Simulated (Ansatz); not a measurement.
One crystal and one scan (frozen-phonon scan) at two levels, PBE (plane waves to 420 eV, PAW, scalar-relativistic; Ansatz, an electronic-structure program) and r2SCAN (plane waves to 500 eV, PAW, scalar-relativistic; Ansatz), each from its own relaxed cell and on its own mesh. The cell shown is that of PBE.

Pt (fcc, Cu type)

```
CELL_PARAMETERS angstrom
      0.00000     3.97009     3.97009
      1.98504     0.00000     1.98504
      1.98504     1.98504     0.00000
ATOMIC_POSITIONS crystal
  Pt 0.00000 0.00000 0.00000
  Pt 0.50000 0.00000 0.00000
```

The atoms are displaced by Q × the pattern below (from a DFPT mode at L = (0.5, 0.0, 0.0), largest move 1; Q in Å), at fixed cell. (q is in reciprocal vectors of the primitive cell; the cell shown is doubled to hold the pattern.)

```json
[
 {"atom": "Pt1", "x": "-0.577", "y": "0.577", "z": "0.577"},
 {"atom": "Pt2", "x": "0.577", "y": "-0.577", "z": "-0.577"}
]
```

Pt is run without spin polarisation. Pt was relaxed with its symmetry unable to fall. Spin-orbit coupling is left out, though Pt is heavy. The PAW data are Ansatz's earlier set. With partly filled bands, energies and forces of such displacements shift with the k mesh and the smearing. Both scans cover Q from -0.100 to 0.100 Å.

ΔE (meV/cell), each from the undisplaced structure of its own level:

```json
[
 {"Q (Å)": "-0.100", "PBE": "252", "r2SCAN": "withheld"},
 {"Q (Å)": "-0.083", "PBE": "174", "r2SCAN": "187"},
 {"Q (Å)": "-0.067", "PBE": "111", "r2SCAN": "119"},
 {"Q (Å)": "-0.050", "PBE": "62", "r2SCAN": "66"},
 {"Q (Å)": "-0.033", "PBE": "27", "r2SCAN": "29"},
 {"Q (Å)": "-0.017", "PBE": "7", "r2SCAN": "7"},
 {"Q (Å)": "0.000", "PBE": "0", "r2SCAN": "0"},
 {"Q (Å)": "0.017", "PBE": "7", "r2SCAN": "7"},
 {"Q (Å)": "0.033", "PBE": "27", "r2SCAN": "29"},
 {"Q (Å)": "0.050", "PBE": "62", "r2SCAN": "66"},
 {"Q (Å)": "0.067", "PBE": "111", "r2SCAN": "119"},
 {"Q (Å)": "0.083", "PBE": "174", "r2SCAN": "187"},
 {"Q (Å)": "0.100", "PBE": "252", "r2SCAN": "withheld"}
]
```

Task: Estimate the r2SCAN value at -0.100 from the PBE value there and the ratio of the two levels in the two nearest given rows on that side of the minimum.

Result: At -0.083 and -0.067 the ratio r2SCAN/PBE averages 1.073, which gives 1.073 × 252 = 270 meV/cell. The calculation gives 271 meV/cell, +7.5 % against PBE.

(A displaced cell: forces are minus the slopes of the energy, force constants its curvatures, and phonons follow from these.)
